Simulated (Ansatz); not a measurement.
The elements of this relaxed trial crystal are hidden behind letters.

```
lattice vectors (Å)
   3.7351    0.0000    0.0000
   0.0000    3.7351    0.0000
   0.0000    0.0000   15.8645
fractional positions
X 0.0000 0.0000 0.6635
X 0.5000 0.5000 0.5000
X 0.0000 0.0000 0.3365
X 0.5000 0.5000 0.1710
X 0.5000 0.5000 0.8290
Z 0.0000 0.0000 0.0000
Q 0.0000 0.0000 0.5000
Q 0.5000 0.5000 0.3359
Q 0.0000 0.0000 0.1728
Q 0.5000 0.5000 0.0000
Q 0.0000 0.0000 0.8272
Q 0.5000 0.5000 0.6641
```

Computed with DFT PBE, scalar-relativistic, plane waves, PAW in Ansatz 0.2.0. Cutoff 420 eV, Γ-centred 8×8×2 mesh (12-atom cell), Gaussian smearing of 0.02 eV, no spin polarisation.

| Quantity | Value |
| --- | --- |
| Space group | P4/mmm (No. 123) |
| Conventional cell | a = 3.735 Å, c = 15.865 Å |
| Volume per atom | 18.44 Å³ |
| Density | 3.20 g/cm³ |
| Energy over the elements | −1.278 eV/atom |
| Gap on the 8×8×2 mesh of the 12-atom cell | 1.18 eV |

Energies are uncorrected and count from the elements' standard states at the same level.

Task: X is an s-block element of period 3, Z is a d-block element of period 5 and Q is a p-block element of period 3. Which elements are they?

Result: X = Mg, Z = Cd, Q = S, so the formula is Mg5CdS6. Density times volume gives a mean mass of 3.20 × 18.44/1.6605 = 35.5 u per atom, and this set has 35.5 u. Mg on a site of symmetry 4mm is surrounded by 6 S at 2.59–2.64 Å; Cd is surrounded by 6 S at 2.64–2.74 Å; around S on a site of symmetry 4/mmm lie 6 Mg at 2.59–2.64 Å; 5 more sites not described. Other sets within the hints have nearly the same mass, so mass alone doesn't settle it; this one was computed.

Kohn–Sham gaps at this level usually fall short of measured ones. A later test with randomly moved atoms came back to the same energy, though modes that don't fit the test's cell weren't probed.
